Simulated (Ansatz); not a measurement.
**Zone-centre modes in Zr$_{3}$O**

These are results of DFT PBEsol, scalar-relativistic, plane waves, PAW in Ansatz, not measurements. Cutoff 420 eV, Γ-centred 12×12×8 k-points, Gaussian smearing of 0.15 eV. No spin polarisation.

The undisturbed cell (relaxed at this level; it needn't be the usual structure):

```
CELL_PARAMETERS angstrom
5.58339 0.00000 0.00000
-2.79170 4.83536 0.00000
0.00000 0.00000 5.15593
ATOMIC_POSITIONS crystal
Zr 0.33939 0.00000 0.00000
Zr 0.33939 0.33939 0.50000
Zr 0.00000 0.33939 0.00000
Zr 0.66061 0.00000 0.50000
Zr 0.66061 0.66061 0.00000
Zr 0.00000 0.66061 0.50000
O 0.33333 0.66667 0.25000
O 0.66667 0.33333 0.75000
```

Harmonic modes by finite displacements of 0.02 Å, without the LO–TO term.

Question: At this geometry, is the structure stable against these modes?

Answer: Yes: no mode is imaginary beyond 10 cm⁻¹, and only the three translations lie near zero.

Question: List the wavenumbers in cm⁻¹.

Answer: 0, 0, 0, 99, 99, 153, 153, 167, 167, 172, 181, 181, 184, 184, 188, 201, 210, 265, 415, 415, 436, 437, 443, 443.

Cost: 1 run of about 11 core-minutes, on Intel Xeon 6975P-C (Granite Rapids) (shared hosts).